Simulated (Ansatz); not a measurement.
A plane-wave run on CaWO$_{4}$

The input, for Ansatz 0.2.0 (plane waves, PAW):

```yaml
crystal:
  lattice:
    - [-2.65821423, 2.65821423, 5.76660459]
    - [2.65821423, -2.65821423, 5.76660459]
    - [2.65821423, 2.65821423, -5.76660459]
  atoms:
    - { symbol: Ca, position: [0.875, 0.625, 0.25] }
    - { symbol: Ca, position: [0.125, 0.375, 0.75] }
    - { symbol: W, position: [0.375, 0.125, 0.25] }
    - { symbol: W, position: [0.625, 0.875, 0.75] }
    - { symbol: O, position: [0.2192, 0.3613, 0.1593] }
    - { symbol: O, position: [0.8613, 0.202, 0.1421] }
    - { symbol: O, position: [0.702, 0.0599, 0.3407] }
    - { symbol: O, position: [0.5599, 0.7192, 0.3579] }
    - { symbol: O, position: [0.7808, 0.6387, 0.8407] }
    - { symbol: O, position: [0.1387, 0.798, 0.8579] }
    - { symbol: O, position: [0.298, 0.9401, 0.6593] }
    - { symbol: O, position: [0.4401, 0.2808, 0.6421] }
  symmetry: { tolerance: 0.0003 }
kpoints:
  mp_grid: { grid: [6, 6, 6], shift: [0, 0, 0] }
  band_path:
    path:
      - [0.0, 0.0, 0.0]
      - [0.0, 0.0, 0.5]
      - [0.25, 0.25, 0.25]
      - [0.0, 0.5, 0.0]
      - [0.0, 0.0, 0.0]
      - [0.5, 0.5, -0.5]
      - [0.30312264, 0.69687736, -0.30312264]
      - [-0.30312264, 0.30312264, 0.30312264]
      - [0.0, 0.0, 0.0]
      - [0.0, 0.0, 0.5]
      - [-0.10624527, 0.10624527, 0.5]
    npoints: 6
magnetization:
  spin_polarized: false
scf:
  occupations: { method: fermi_dirac }
  lower_state_search: "off"
  max_iter: 200
hamiltonian:
  pseudopotentials: { kind: paw }
  xc: r2scan
basis:
  ecutwfc: 500
  fft_grid_basis: typed
output:
  forces: true
  stress: true
  eigenvalues: true
  bader: true
  populations: true
  elf: true
  write_potential: true
  volumetric_format: npy
  dos:
    e_range: [-12, 8]
    de: 0.05
    projected: { site_lists: { Ca: [Ca], O: [O], W: [W] } }
checkpoint:
  read: saved_state
```

The saved state is an earlier solution for the same cell, perhaps on another mesh. 

Parts of the output:

```
SCF iter   1: F=-29000.1987 eV  Δρ=8.72e-4  dr2=3.84e-4  dr2_τ=8.39e-4
SCF iter   2: F=-29000.1988 eV  Δρ=4.62e-4  dr2=1.34e-4  dr2_τ=1.64e-4
SCF iter   3: F=-29000.1988 eV  Δρ=1.87e-4  dr2=6.21e-5  dr2_τ=1.02e-5
SCF iter   4: F=-29000.1987 eV  Δρ=5.95e-5  dr2=3.22e-6  dr2_τ=2.48e-6
SCF iter   5: F=-29000.1987 eV  Δρ=1.95e-5  dr2=1.68e-7  dr2_τ=3.06e-7
SCF iter   6: F=-29000.1987 eV  Δρ=2.68e-6  dr2=1.03e-8  dr2_τ=2.01e-9
Free energy (F): -29000.1987 eV
Harris-Foulkes:  -29000.1987 eV  (|F-HF|=9.50e-9)
Internal energy: -29000.1987 eV  (E = F + TS)
E sigma→0 (E₀):  -29000.1987 eV
Fermi energy:    8.6217 eV
--- Per-component energies (eV) ---
  E_band       = -935.3123
  E_kinetic    = 2851.2971
  E_local      = -6552.1871  (includes V_loc(G=0)·N_el)
  E_nonlocal   = 503.7285
  E_hartree    = 2292.1187
  E_xc         = -1354.9613
  E_vxc        = -1748.7915  (∫ρ·V_xc dr)
  E_paw        = -20190.2617  (= ΣΔE_a)
  E_vpaw       = -679.4273  (= ΣTr[D̂ρ^β])
  E_aug_tail   = 0.0081  (compensation charges beyond the density's cutoff)
  E_vtau       = 105.8218  (kinetic-family band-sum trace: ∫τ·v_τ [+ j·A + Jᵃ·Aᵃ] dr)
  E_ewald      = -6548.0683
  E_core_change = -1.8728  (= ΣΔE_core)
  E_smearing   =  0.0000  (= −TS)
--- Forces (eV/Å), atoms counted from 1 ---
  atom   1  Ca     0.0000     0.0000     0.0000
  atom   2  Ca     0.0000     0.0000     0.0000
  atom   3  W      0.0000     0.0000     0.0000
  atom   4  W      0.0000     0.0000     0.0000
  atom   5  O     -0.3002     0.4779    -0.3893
  atom   6  O     -0.4779    -0.3002    -0.3893
  atom   7  O      0.3002    -0.4779    -0.3893
  atom   8  O      0.4779     0.3002    -0.3893
  atom   9  O      0.3002    -0.4779     0.3893
  atom  10  O      0.4779     0.3002     0.3893
  atom  11  O     -0.3002     0.4779     0.3893
  atom  12  O     -0.4779    -0.3002     0.3893
--- Stress (GPa, compression-positive) ---
       -6.3832       0.0000       0.0000
        0.0000      -6.3832       0.0000
        0.0000       0.0000      -6.1296
  P = ⅓ Tr σ = -6.2987 GPa (-62.987 kbar)
--- Bader charges: 12 sites ---
  site symbol  charge [e]  shift [e]
     0     Ca      1.6823     0.0001
     1     Ca      1.6823     0.0001
     2      W      2.9796     0.0116
     3      W      2.9796     0.0116
     4      O     -1.1655     0.0029
     5      O     -1.1655     0.0029
     6      O     -1.1655     0.0029
     7      O     -1.1655     0.0029
     8      O     -1.1655     0.0029
     9      O     -1.1655     0.0029
    10      O     -1.1655     0.0029
    11      O     -1.1655     0.0029
```

Origin: a database entry at a rescaled volume.
